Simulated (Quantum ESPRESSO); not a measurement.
# Ti5SnMgIn: input and log of a self-consistent run

Computed values, not a measurement. The program is pw.x of Quantum ESPRESSO 7.5 (plane-wave density functional theory). The cell is made up: eight metal atoms on a face-centred cubic lattice, with elements, volume, strain and displacements drawn at random and not relaxed, so it may be unstable or far from any real phase. PseudoDojo standard norm-conserving files set the functional (PBE unless stated); there is no spin polarisation or spin-orbit coupling, the Fermi-Dirac width of 0.25 eV means electrons at about 2900 K, and the masses in the input are unused placeholders. The tin pseudopotential is less sure than most, with forces differing by about three percent from a second method on plain tin. A spin test at this wide smearing found no moment, but such smearing suppresses magnetism that the real alloy may have.

Input:

```
&control calculation='scf', pseudo_dir='./dojo.nc.sr.pbe.v0_5.standard.upf', outdir='./o', disk_io='medium', tprnfor=.true., tstress=.true. /
&system ibrav=0, nat=8, ntyp=4, nbnd=63, ecutwfc=84.00895049, nosym=.true., tot_charge=0,
 occupations='smearing', smearing='fd', degauss=0.0183746611
/
&electrons conv_thr=1.470e-08, electron_maxstep=70, mixing_beta=0.5 /
ATOMIC_SPECIES
In 1.0 In.upf
Mg 1.0 Mg.upf
Sn 1.0 Sn.upf
Ti 1.0 Ti.upf
CELL_PARAMETERS angstrom
0.0041 -2.1356 -2.1139
0.0449 4.2778 -4.2346
8.4994 0.0367 -0.053
ATOMIC_POSITIONS angstrom
Ti 0.0181 -0.0648 0.0204
Ti 4.2353 0.0134 -0.0246
Ti 0.0266 2.0962 -2.1329
Ti 4.2384 2.1166 -2.0941
Sn 2.1871 0.0562 -2.0848
Ti 6.3647 -0.0349 -2.1104
Mg 2.1749 2.13 -4.2194
In 6.394 2.1162 -4.258
K_POINTS automatic
8 4 3 1 1 1
```

The log is shortened where brackets say so; the opening notice, blank lines, dates and the lines on written files are dropped, and the path of the files is cut. It prints rydbergs, bohrs and kilobars, and counts compression as positive stress. Its total energy is the free energy E - TS of the whole cell.

```
     Program PWSCF v.7.5
     Parallel version (MPI & OpenMP), running on       1 processor cores
     Number of MPI processes:                 1
     Threads/MPI process:                     1
     [start-up lines left out]
     bravais-lattice index     =            0
     lattice parameter (alat)  =       5.6784  a.u.
     unit-cell volume          =    1037.3097 (a.u.)^3
     number of atoms/cell      =            8
     number of atomic types    =            4
     number of electrons       =        97.00
     number of Kohn-Sham states=           63
     kinetic-energy cutoff     =      84.0090  Ry
     charge density cutoff     =     336.0358  Ry
     scf convergence threshold =      1.5E-08
     mixing beta               =       0.5000
     number of iterations used =            8  plain     mixing
     Exchange-correlation= PBE
                           (   1   4   3   4   0   0   0)
     [axes and pseudopotential details left out]
   Cartesian axes
     site n.     atom                  positions (alat units)
         1        Ti     tau(   1) = (   0.0060235  -0.0215648   0.0067889  )
         2        Ti     tau(   2) = (   1.4094682   0.0044594  -0.0081866  )
         3        Ti     tau(   3) = (   0.0088522   0.6975957  -0.7098091  )
         4        Ti     tau(   4) = (   1.4104998   0.7043847  -0.6968969  )
         5        Sn     tau(   5) = (   0.7278464   0.0187028  -0.6938019  )
         6        Ti     tau(   6) = (   2.1181126  -0.0116144  -0.7023214  )
         7        Mg     tau(   7) = (   0.7237864   0.7088441  -1.4041768  )
         8        In     tau(   8) = (   2.1278633   0.7042515  -1.4170225  )
     number of k points=    48  Fermi-Dirac smearing, width (Ry)=  0.0184
                       cart. coord. in units 2pi/alat
        k(    1) = (   0.0583737  -0.0003209  -0.0884058), wk =   0.0416667
        k(    2) = (  -0.1773343   0.0006898  -0.0898841), wk =   0.0416667
     [further k points left out]
     Dense  grid:   107939 G-vectors     FFT dimensions: (  36,  72,  96)
     Estimated max dynamical RAM per process >     171.00 MB
     Initial potential from superposition of free atoms
     starting charge      96.9858, renormalised to      97.0000
     Starting wfcs are   73 randomized atomic wfcs
     total cpu time spent up to now is       41.4 secs
     per-process dynamical memory:    99.2 Mb
     Self-consistent Calculation
     iteration #  1     ecut=    84.01 Ry     beta= 0.50
     Davidson diagonalization with overlap
     ethr =  1.00E-02,  avg # of iterations =  2.4
     Threshold (ethr) on eigenvalues was too large:
     Diagonalizing with lowered threshold
     Davidson diagonalization with overlap
     ethr =  6.63E-04,  avg # of iterations =  5.3
     total cpu time spent up to now is      151.2 secs
     total energy              =   -1002.64430156 Ry
     estimated scf accuracy    <       0.62920497 Ry
     iteration #  2     ecut=    84.01 Ry     beta= 0.50
     Davidson diagonalization with overlap
     ethr =  6.49E-04,  avg # of iterations = 11.6
     total cpu time spent up to now is      235.5 secs
     total energy              =   -1001.96442372 Ry
     estimated scf accuracy    <      16.81020846 Ry
     iteration #  3     ecut=    84.01 Ry     beta= 0.50
     Davidson diagonalization with overlap
     ethr =  6.49E-04,  avg # of iterations =  7.6
     total cpu time spent up to now is      335.2 secs
     total energy              =   -1002.39932318 Ry
     estimated scf accuracy    <      16.15955084 Ry
     iteration #  4     ecut=    84.01 Ry     beta= 0.50
     Davidson diagonalization with overlap
     ethr =  6.49E-04,  avg # of iterations =  7.6
     total cpu time spent up to now is      426.1 secs
     total energy              =   -1002.93986666 Ry
     estimated scf accuracy    <       0.24665130 Ry
     iteration #  5     ecut=    84.01 Ry     beta= 0.50
     Davidson diagonalization with overlap
     ethr =  2.54E-04,  avg # of iterations =  2.8
     total cpu time spent up to now is      504.7 secs
     total energy              =   -1002.95746564 Ry
     estimated scf accuracy    <       0.05838071 Ry
     [iterations 6 to 15 left out]
     iteration # 16     ecut=    84.01 Ry     beta= 0.50
     Davidson diagonalization with overlap
     ethr =  9.77E-10,  avg # of iterations =  6.3
     total cpu time spent up to now is     1403.0 secs
     total energy              =   -1002.96884694 Ry
     estimated scf accuracy    <       0.00000109 Ry
     iteration # 17     ecut=    84.01 Ry     beta= 0.50
     Davidson diagonalization with overlap
     ethr =  9.77E-10,  avg # of iterations =  1.0
     total cpu time spent up to now is     1457.9 secs
     total energy              =   -1002.96884692 Ry
     estimated scf accuracy    <       0.00000037 Ry
     iteration # 18     ecut=    84.01 Ry     beta= 0.50
     Davidson diagonalization with overlap
     ethr =  3.84E-10,  avg # of iterations =  2.8
     total cpu time spent up to now is     1522.6 secs
     total energy              =   -1002.96884692 Ry
     estimated scf accuracy    <       0.00000012 Ry
     iteration # 19     ecut=    84.01 Ry     beta= 0.50
     Davidson diagonalization with overlap
     ethr =  1.27E-10,  avg # of iterations =  6.0
     total cpu time spent up to now is     1599.7 secs
     total energy              =   -1002.96884694 Ry
     estimated scf accuracy    <       0.00000003 Ry
     iteration # 20     ecut=    84.01 Ry     beta= 0.50
     Davidson diagonalization with overlap
     ethr =  3.05E-11,  avg # of iterations =  3.0
     total cpu time spent up to now is     1661.8 secs
     End of self-consistent calculation
     [lines on levels left out]
!    total energy              =   -1002.96884693 Ry
     estimated scf accuracy    <       0.00000001 Ry
     smearing contrib. (-TS)   =      -0.14663500 Ry
     internal energy E=F+TS    =   -1002.82221192 Ry
     The total energy is F=E-TS. E is the sum of the following terms:
     one-electron contribution =    -364.20731047 Ry
     hartree contribution      =     221.39629970 Ry
     xc contribution           =    -187.41886411 Ry
     ewald contribution        =    -672.59233704 Ry
     convergence has been achieved in  20 iterations
     Forces acting on atoms (cartesian axes, Ry/au):
     atom    1 type  4   force =    -0.01775138    0.01644229   -0.01164507
     atom    2 type  4   force =     0.01923415    0.00381983   -0.00285800
     atom    3 type  4   force =    -0.01276648   -0.00892282    0.01733334
     atom    4 type  4   force =     0.02857321   -0.00330784    0.00493462
     atom    5 type  3   force =    -0.02080873   -0.01293969   -0.00081069
     atom    6 type  4   force =     0.00535316    0.00574830   -0.00544472
     atom    7 type  2   force =    -0.00117615    0.00042148   -0.00442659
     atom    8 type  1   force =    -0.00065778   -0.00126156    0.00291711
     Total force =     0.056857     Total SCF correction =     0.000135
     Computing stress (Cartesian axis) and pressure
          total   stress  (Ry/bohr**3)                   (kbar)     P=       -9.79
  -0.00006707  -0.00003615   0.00006259           -9.87       -5.32        9.21
  -0.00003615  -0.00007532   0.00005217           -5.32      -11.08        7.67
   0.00006259   0.00005217  -0.00005723            9.21        7.67       -8.42
     init_run     :     38.40s CPU     41.17s WALL (       1 calls)
     electrons    :   1523.36s CPU   1621.16s WALL (       1 calls)
     forces       :     10.56s CPU     10.67s WALL (       1 calls)
     stress       :     33.65s CPU     33.80s WALL (       1 calls)
     [timing details left out]
     PWSCF        :  26m46.41s CPU  28m29.07s WALL
     JOB DONE.
```

In other units: free energy -13646.086 eV for the cell, pressure -0.98 GPa, largest force component 0.735 eV/Å in size. The run took 1710 s of wall time with one process on a shared machine (AMD EPYC, Zen 5, virtual cores), so the time is rough. A rerun of this cell at a higher cutoff and on a denser mesh moved values by no more than 0.005 eV in energy, 0.07 GPa in stress and 0.012 eV/Å in force, and a second program with other atomic files agreed on that cell to 2 % rms in force and 0.5 GPa in pressure.